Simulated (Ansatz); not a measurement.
# Ni₃Pt (Pm-3m): ferro- and antiferromagnetic starts

```
Ni Pt
1.0
     3.62457    0.00000    0.00000
     0.00000    3.62457    0.00000
     0.00000    0.00000    3.62457
Ni Pt
3 1
Direct
  0.50000 0.00000 0.50000
  0.00000 0.50000 0.50000
  0.50000 0.50000 0.00000
  0.00000 0.00000 0.00000
```

The geometry is a structure from the Materials Project, held fixed and not relaxed.

Functional, mesh and filling: LDA, 9×9×9 k mesh, Fermi–Dirac smearing of 0.05 eV. PAW means Ansatz 0.2.0 on its default frozen-core files. Site moments are integrated in spheres about the atoms. Start moments (μB): Ni1 1.5, Ni2 1.5, Ni3 1.5, Pt4 0.6.

Energies count from the run that starts all moments parallel. Patterns list the atoms that start with 0.5 μB or more.

```
                 start  ΔF PAW (meV/atom)  largest moment, PAW (μB)  M, PAW (μB/cell)  order at the end, PAW  P, PAW (GPa)
Ni1↑, Ni2↑, Ni3↑, Pt4↑                0.0                      0.67              2.26                   kept         -11.7
      Ni1↑, Ni2↑, Ni3↓                0.0                      0.67              2.26                changed         -11.7
      Ni1↑, Ni2↑, Ni3↑                0.0                      0.67              2.26                   kept         -11.7
  no spin polarisation                  ?                      0.00              0.00                      –         -13.3
```

Q: Fill in "ΔF PAW (meV/atom)" for the row "no spin polarisation".

A: +19.5.

The lowest of these ends as follows. Site moments (μB): Ni1 0.67, Ni2 0.67, Ni3 0.67, Pt4 0.32. Cell moment 2.26 μB. Orders of other supercells weren't tried and can lie lower.

The start Ni1↑, Ni2↑, Ni3↓ ends so. Site moments (μB): Ni1 0.67, Ni2 0.67, Ni3 0.67, Pt4 0.32. Cell moment 2.26 μB.

The PAW files were made with PBE; the program remakes their cores once for the run's functional and then keeps them frozen. The Ansatz runs typed with the search for lower states off end where their start leads. Spin–orbit coupling is left out although heavy atoms are present. The magnetic state is the one that this cell and start allow. It needn't be the compound's measured order, which may need a larger cell or be absent.
